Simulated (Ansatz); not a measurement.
Question: Each is relaxed and computed with r²SCAN (plane waves, PAW; program Ansatz). Which is the only metal?
(A) CsGeI3, R3m (Cs on 3a, Ge on 3a, I on 9b)
(B) CeGe2Ru2, I4/mmm (Ce on 2a, Ge on 4e, Ru on 4d)
(C) BaAlGeH, P3m1 (Ba on 1b, Al on 1a, Ge on 1c, H on 1a)
(D) Ba2Zn3As2O2, I4/mmm (Pearson symbol tI18)

Answer: B, CeGe2Ru2, I4/mmm (Ce on 2a, Ge on 4e, Ru on 4d). CeGe2Ru2: metal; Ba2Zn3As2O2: gap 0.65 eV (indirect); CsGeI3: gap 1.10 eV (direct); BaAlGeH: gap 1.02 eV (indirect). Caveat: open 4f shells can settle in a state that is not the lowest. Spin orders computed, not proven ground states: CeGe2Ru2, I4/mmm (Ce on 2a, Ge on 4e, Ru on 4d) ferromagnetic. Standing as an ambient phase not checked: CeGe2Ru2, I4/mmm (Ce on 2a, Ge on 4e, Ru on 4d); Ba2Zn3As2O2, I4/mmm (Pearson symbol tI18); CsGeI3, R3m (Cs on 3a, Ge on 3a, I on 9b); BaAlGeH, P3m1 (Ba on 1b, Al on 1a, Ge on 1c, H on 1a). All cells were relaxed under the symmetry of their starts (and spin orders); stability against distortions was not tested throughout. No Hubbard U is applied. Scalar-relativistic: spin–orbit coupling is off unless named, which matters more the heavier the elements.

Potentials: the later of the program's two PAW sets.
